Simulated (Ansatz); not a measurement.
# Density of states of LaPb$_{3}$

```
La Pb
1.0
     4.90600    0.00000    0.00000
     0.00000    4.90600    0.00000
     0.00000    0.00000    4.90600
La Pb
1 3
Direct
  0.00000 0.00000 0.00000
  0.00000 0.50000 0.50000
  0.50000 0.00000 0.50000
  0.50000 0.50000 0.00000
```

The cell is COD entry 1538830, as deposited and not checked against the literature; nothing was relaxed.

No spin–orbit coupling, which matters for the heavy atoms here.

Theory: Ansatz 0.2.0, DFT, PBEsol, all-electron LAPW, scalar-relativistic.

Sampling and basis: a Γ-centred 7×7×7 k mesh, Fermi–Dirac smearing of 0.05 eV, basis error target 1 meV/atom, no spin polarisation.

**Question.** Where is the centre of the filled La 5d states between -14 eV and the top of the filled states?

**Answer.** -2.89 eV from the Fermi level.

**Question.** Tabulate the density of states.

**Answer.** States per eV and cell, averaged over 0.6 eV, from -4.0 to 2.4 eV, with energies (bin centres) from the Fermi level; empty bins are left out. The partial columns, the largest 3 alone, are projections on Löwdin-orthogonalised atomic shells (those that the program's projection atoms carry: the occupied ones and, for some elements, an empty d or f shell; other empty shells have no column), summed over atoms of an element. Weights on diffuse s and p shells depend on that basis and aren't pure angular character.
```
E (eV)  total  La 4f  Pb 6p  La 5d
  -3.8   0.51   0.00   0.41   0.04
  -3.2   1.77   0.01   1.33   0.20
  -2.6   2.53   0.02   1.92   0.35
  -2.0   3.75   0.03   2.57   0.92
  -1.4   2.57   0.04   1.68   0.59
  -0.8   2.14   0.07   1.24   0.55
  -0.2   2.10   0.19   1.21   0.48
   0.4   3.18   0.61   1.56   0.68
   1.0   2.97   1.10   1.09   0.52
   1.6  18.26  15.68   0.73   1.45
   2.2   8.69   4.57   1.09   2.56
```
